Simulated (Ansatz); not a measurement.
A geometry of LuVO3 away from equilibrium: step 2 of the relaxation of a generated cell, LuVO3 built in the GdFeO3 structure type. Method: r2SCAN (plane waves to 500 eV, PAW, scalar-relativistic; Ansatz, a quantum-chemistry and plane-wave program). Γ-centred k-mesh 4×3×4 on the run's cell (coarser than for final values), Fermi–Dirac smearing 0.05 eV.

```xyz
20
Lattice="5.3442 0.0000 0.0000 0.0000 7.5403 0.0000 0.0000 0.0000 5.2966" Properties=species:S:1:pos:R:3:forces:R:3 pbc="T T T" free_energy=-77499.038 pressure_GPa=3.7
Lu     2.4156     1.8851     5.2384   -0.3661    0.0000    0.1210
Lu     5.0877     1.8851     2.7065   -0.3661    0.0000   -0.1210
Lu     2.9286     5.6552     0.0582    0.3661    0.0000   -0.1210
Lu     0.2565     5.6552     2.5901    0.3661    0.0000    0.1210
V      0.0000     0.0000     0.0000    0.0000    0.0000    0.0000
V      2.6721     3.7702     2.6483    0.0000    0.0000    0.0000
V      0.0000     3.7702     0.0000    0.0000    0.0000    0.0000
V      2.6721     0.0000     2.6483    0.0000    0.0000    0.0000
O      0.1479     1.8851     0.4803    0.5728    0.0000    1.0809
O      2.8200     1.8851     2.1680    0.5728    0.0000   -1.0809
O      5.1963     5.6552     4.8163   -0.5728    0.0000   -1.0809
O      2.5242     5.6552     3.1286   -0.5728    0.0000    1.0809
O      1.6177     4.1415     1.0474    0.4612    0.5761   -0.2582
O      4.2898     7.1689     1.6008    0.4612   -0.5761    0.2582
O      3.7265     0.3714     4.2491   -0.4612    0.5761    0.2582
O      1.0544     3.3988     3.6957   -0.4612   -0.5761   -0.2582
O      3.7265     3.3988     4.2491   -0.4612   -0.5761    0.2582
O      1.0544     0.3714     3.6957   -0.4612    0.5761   -0.2582
O      1.6177     7.1689     1.0474    0.4612   -0.5761   -0.2582
O      4.2898     4.1415     1.6008    0.4612    0.5761    0.2582
```

Positions in Å, forces in eV/Å, free energy of the cell in eV (comparable only within this code, potentials and settings). Largest force: 1.22 eV/Å, on O9, O10, O11, O12 (atoms numbered as listed); the geometry lies 0.07 eV/atom above the end of its relaxation.

Spin-polarised start, with parallel moments on V.

Spin state reached: ferromagnetic (net 0.40 μB/atom), from parallel starting moments; other spin orders were not run from this start. No Hubbard U is applied.

The run could not lose the symmetry of its start.

The first start was generated by placing the elements on the sites of a structure type. Materials Project lists a structure of LuVO3 in the same space group, Pnma (No. 62); the sites were not compared with it, nor with measured phases.
